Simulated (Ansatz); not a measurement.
Data:

IrW:
```
CELL_PARAMETERS angstrom
      4.41371     0.00000     0.00000
      0.00000     2.74218     0.00000
      0.00000     0.00000     4.78410
ATOMIC_POSITIONS crystal
  Ir 0.25000 0.50000 0.32416
  Ir 0.75000 0.50000 0.67584
  W  0.25000 0.00000 0.82775
  W  0.75000 0.00000 0.17225
```

This is the LDA-relaxed structure. Tensor components refer to the Cartesian frame of this cell.

Question: All from DFT-LDA in the program Ansatz with PAW potentials, unless another level is named. Give the Poisson's ratio.

Answer: 0.26.

Question: What about the elastic constants (relaxed ions, GPa)?

Answer: C11 = 712, C22 = 732, C33 = 664, C12 = 212, C13 = 244, C23 = 191, C44 = 176, C55 = 196, C66 = 208.

Question: Predict the highest zone-centre frequency.

Answer: 190 cm^-1.

Space group Pmma. The first step of the workflow began from a Materials Project structure, measured or hypothetical; the Crystallography Open Database files this formula in space group No. 51, but the cells were not matched. Whether it is the stable phase at ambient conditions was not checked. Symmetry was held in the LDA relaxation; of distortions, only those at the zone centre were tested. The run is not spin-polarised. As this level gives no gap, shear constants depend on the k-mesh and smearing (Fermi–Dirac, 0.1 eV here). As this level gives no gap, phonon frequencies hold no LO–TO term and depend on the k-mesh and smearing (Fermi–Dirac, 0.1 eV here). On the denser mesh and wider smearing of the elastic run this cell carries a stress of 0.3 GPa. Scalar-relativistic: spin–orbit coupling is off unless named, which matters more the heavier the elements.

Potentials: the later of the program's two PAW sets.
